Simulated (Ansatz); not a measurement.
Input file for Ansatz (a first-principles code):

Ansatz 0.2 input:
```yaml
crystal:
  lattice:
    - [0.0, 3.7537284673, 3.7537284673]
    - [3.7537284673, 0.0, 3.7537284673]
    - [3.7537284673, 3.7537284673, 0.0]
  atoms:
    - { symbol: Pt, position: [0.625, 0.625, 0.625] }
    - { symbol: Pt, position: [0.125, 0.625, 0.625] }
    - { symbol: Pt, position: [0.625, 0.625, 0.125] }
    - { symbol: Pt, position: [0.625, 0.125, 0.625] }
    - { symbol: Na, position: [0.25, 0.25, 0.25] }
    - { symbol: Na, position: [0.0, 0.0, 0.0] }
kpoints:
  mp_grid: { grid: [7, 7, 7] }
  band_path:
    path:
      - [[0.0, 0.0, 0.0], [0.5, 0.0, 0.5], [0.625, 0.25, 0.625]]  # Γ-X-U
      - [[0.375, 0.375, 0.75], [0.0, 0.0, 0.0], [0.5, 0.5, 0.5], [0.5, 0.25, 0.75], [0.5, 0.0, 0.5]]  # K-Γ-L-W-X
    npoints: 12
hamiltonian:
  xc: r2scan
  pseudopotentials: { kind: paw }
magnetization: { noncollinear: true, spin_orbit: true }
scf:
  n_extra_bands: 12
  convergence: { dr2_threshold: 0.0000000001 }
  occupations: { method: gaussian, width: 0.05 }
output: { eigenvalues: true }
```

Output (shortened):

```
Pseudopotential: Pt, paw_fr, valence charge 18
Pseudopotential: Na, paw_fr, valence charge 9
Functional definition: r2SCAN
non-collinear run that drives no moment, with spin-orbit …
Crystal: 6 atoms, lattice volume = 105.784 Å³
Basis set: ecut = 500 eV, 2733 PW (Γ), exchange–correlation on 160×160×160 points (64 copies of the dense FFT grid, shifted against one another)
Bands: 102, of which v1, the nominal top of the filled ones, is band 90 counted from 1 (89 counted from 0)
Symmetry: 48 space group operations + 48 with time reversal
k-points: 20 of 343
Projection manifold: j_resolved (fully-relativistic pseudo-atomic orbitals)
SCF iter   1: F=—  HF=-53032.696599 eV  |F-HF|=—  |Δ(HF+E_count)|=         —  Δρ=1.17e-1  dr2=2.07e1  dr2_τ=1.49e-1  dr2_m=0.00e0 (ungated)  ethr=3.10e-3  |M|=0.00e0 ∫|m|=0.00e0 μB  |m|>n=0.0e0 m-floor=0.0e0 τ_xc=0.0e0  β_m=0.30  ⟨swp⟩=6.5  Hψ=4351  notcnv=0  defer=4
preconditioner: auto → Kerker (q_TF=auto, 2.656 Å⁻¹)
spin=Noncollinear: Kerker preconditioning applied to the charge; magnetization (m_x, m_y, m_z) channels mix plain (no charge-response kernel on spin).
SCF iter   2: F=—  HF=-53029.376456 eV  |F-HF|=—  |Δ(HF+E_count)|=    3.32e0  Δρ=7.26e-2  dr2=8.55e0  dr2_τ=6.07e-2  dr2_m=0.00e0 (ungated)  ethr=3.10e-3  |M|=0.00e0 ∫|m|=0.00e0 μB  |m|>n=0.0e0 m-floor=0.0e0 τ_xc=0.0e0  β_m=0.52  ⟨swp⟩=2.4  Hψ=1781  notcnv=0  defer=98
SCF iter   3: F=—  HF=-53027.508935 eV  |F-HF|=—  |Δ(HF+E_count)|=    1.87e0  Δρ=1.87e-2  dr2=8.28e-1  dr2_τ=2.22e-3  dr2_m=0.00e0 (ungated)  ethr=3.10e-3  |M|=0.00e0 ∫|m|=0.00e0 μB  |m|>n=0.0e0 m-floor=0.0e0 τ_xc=0.0e0  β_m=0.76  ⟨swp⟩=3.0  Hψ=1663  notcnv=0  defer=98
SCF iter   4: F=—  HF=-53027.241705 eV  |F-HF|=—  |Δ(HF+E_count)|=   2.67e-1  Δρ=1.04e-2  dr2=1.08e-1  dr2_τ=3.36e-3  dr2_m=0.00e0 (ungated)  ethr=9.20e-4  |M|=0.00e0 ∫|m|=0.00e0 μB  |m|>n=0.0e0 m-floor=0.0e0 τ_xc=0.0e0  β_m=0.88  ⟨swp⟩=2.5  Hψ=1562  notcnv=0  defer=112
SCF iter   5: F=—  HF=-53027.234809 eV  |F-HF|=—  |Δ(HF+E_count)|=   6.90e-3  Δρ=3.11e-3  dr2=1.27e-2  dr2_τ=2.21e-4  dr2_m=0.00e0 (ungated)  ethr=1.20e-4  |M|=0.00e0 ∫|m|=0.00e0 μB  |m|>n=0.0e0 m-floor=0.0e0 τ_xc=0.0e0  β_m=0.91  ⟨swp⟩=2.8  Hψ=1806  notcnv=0  defer=112
SCF iter   6: F=—  HF=-53027.234833 eV  |F-HF|=—  |Δ(HF+E_count)|=   2.43e-5  Δρ=9.69e-4  dr2=2.06e-3  dr2_τ=2.73e-5  dr2_m=0.00e0 (ungated)  ethr=1.41e-5  |M|=0.00e0 ∫|m|=0.00e0 μB  |m|>n=0.0e0 m-floor=0.0e0 τ_xc=0.0e0  β_m=0.96  ⟨swp⟩=2.3  Hψ=1533  notcnv=0  defer=112
SCF iter   7: F=—  HF=-53027.234567 eV  |F-HF|=—  |Δ(HF+E_count)|=   2.66e-4  Δρ=2.11e-4  dr2=4.10e-5  dr2_τ=1.40e-6  dr2_m=0.00e0 (ungated)  ethr=2.28e-6  |M|=0.00e0 ∫|m|=0.00e0 μB  |m|>n=0.0e0 m-floor=0.0e0 τ_xc=0.0e0  β_m=0.98  ⟨swp⟩=2.0  Hψ=1651  notcnv=0  defer=112
SCF iter   8: F=—  HF=-53027.234611 eV  |F-HF|=—  |Δ(HF+E_count)|=   4.38e-5  Δρ=4.21e-5  dr2=1.51e-6  dr2_τ=4.00e-8  dr2_m=0.00e0 (ungated)  ethr=4.56e-8  |M|=0.00e0 ∫|m|=0.00e0 μB  |m|>n=0.0e0 m-floor=0.0e0 τ_xc=0.0e0  β_m=0.99  ⟨swp⟩=3.0  Hψ=1778  notcnv=0  defer=112
SCF iter  12: F=-53027.234917 eV  HF=-53027.234917 eV  |F-HF|=1.46e-11  |Δ(HF+E_count)|=  1.31e-10  Δρ=1.10e-7  dr2=1.22e-11  dr2_τ=2.84e-13  dr2_m=0.00e0 (ungated)  ethr=1.00e-12  |M|=0.00e0 ∫|m|=0.00e0 μB  |m|>n=0.0e0 m-floor=0.0e0 τ_xc=0.0e0  ⟨swp⟩=8.4  Hψ=2894  notcnv=0
SCF 1 converged in 12 iterations: F = -53027.234917 eV  dr2 = 1.22e-11
NSCF: frozen V_eff on 74 k-points
SCF converged after 12 iterations
Magnetization: |M| = 0.0000 μB,  M = (+0.0000, +0.0000, +0.0000) μB
Absolute magnetization: 0.0000 μB (∫|m|)
  site 0: m = (+0.0000, +0.0000, +0.0000) μB, |m| = 0.0000 μB  (R = 1.09 Å)
  site 1: m = (+0.0000, +0.0000, +0.0000) μB, |m| = 0.0000 μB  (R = 1.09 Å)
  site 2: m = (+0.0000, +0.0000, +0.0000) μB, |m| = 0.0000 μB  (R = 1.09 Å)
  site 3: m = (+0.0000, +0.0000, +0.0000) μB, |m| = 0.0000 μB  (R = 1.09 Å)
  site 4: m = (+0.0000, +0.0000, +0.0000) μB, |m| = 0.0000 μB  (R = 1.28 Å)
  site 5: m = (+0.0000, +0.0000, +0.0000) μB, |m| = 0.0000 μB  (R = 1.28 Å)
Free energy (F): -53027.234917 eV
Harris-Foulkes:  -53027.234917 eV  (|F-HF|=1.46e-11)
Internal energy: -53027.230448 eV  (E = F + TS)
E sigma→0 (E₀):  -53027.232682 eV
Entropy (-TS):   -0.004469 eV (-0.745 meV/atom)
Fermi energy:    13.888511 eV
--- Per-component energies (eV) ---
  E_band       = -1486.259607
  E_kinetic    = 2797.469754
  E_local      = -10642.653729  (includes V_loc(G=0)·N_el)
  E_nonlocal   = 990.963926
  E_hartree    = 4008.003042
  E_xc         = -1077.122547
  E_vxc        = -1466.991506  (∫ρ·V_xc dr)
  E_paw        = -38322.577564  (= ΣΔE_a)
  E_vpaw       = -1278.776505  (= ΣTr[D̂ρ^β])
  E_aug_tail   = 0.000478  (compensation charges beyond the density's cutoff)
  E_vtau       = 97.721609  (kinetic-family band-sum trace: ∫τ·v_τ [+ j·A + Jᵃ·Aᵃ] dr)
  E_ewald      = -10780.266473
  E_core_change = -1.047334  (= ΣΔE_core)
  E_smearing   = -0.004469  (= −TS)
  E_closure    = 0.000000  (closes the sum)
  Σ components = -53027.234917   (vs F -53027.234917, Δ=0.00e0)
  [band-id]    e_kinetic+e_local+e_nonlocal+2·e_hartree+e_vxc+e_vpaw+e_augmentation_tail+e_vtau = -1486.259891   (vs E_band -1486.259607, Δ=-2.84e-4)
--- Band table (eV; the first three rows and the last of 20) ---
  k-point 0: bands = ["-85.9057", "-85.9057", "-85.8573", "-85.8573", "-85.8573", "-85.8573", "-85.8572", "-85.8572", "-50.5197", "-50.5197", "-50.5109", "-50.5109", "-50.5109", "-50.5109", "-50.3830", "-50.3830", "-39.5301", "-39.5301", "-39.5225", …
  k-point 1: bands = ["-85.9040", "-85.9040", "-85.8591", "-85.8591", "-85.8573", "-85.8573", "-85.8573", "-85.8573", "-50.5182", "-50.5182", "-50.5108", "-50.5108", "-50.5073", "-50.5073", "-50.3878", "-50.3878", "-39.5299", "-39.5299", "-39.5228", …
  k-point 2: bands = ["-85.8994", "-85.8994", "-85.8637", "-85.8637", "-85.8573", "-85.8573", "-85.8573", "-85.8573", "-50.5168", "-50.5168", "-50.5107", "-50.5107", "-50.4958", "-50.4958", "-50.4002", "-50.4002", "-39.5292", "-39.5292", "-39.5235", …
  k-point 19: bands = ["-85.8849", "-85.8849", "-85.8782", "-85.8782", "-85.8573", "-85.8573", "-85.8573", "-85.8573", "-50.5146", "-50.5146", "-50.5118", "-50.5118", "-50.4571", "-50.4571", "-50.4390", "-50.4390", "-39.5269", "-39.5269", "-39.5258", …
```

Cost: about 3.0 core-minutes (a rough figure) on shared cores.

Space group Fd-3m (cubic Laves (MgCu2 type)). The workflow started from an entry of the Crystallography Open Database (COD). Whether it is the stable phase at ambient conditions was not checked. The r²SCAN relaxation kept the symmetry of its start; whether a distortion lowers the energy is not shown. No spin polarisation was allowed.

Potentials: the later of the program's two PAW sets.

Ansatz is a plane-wave DFT program.
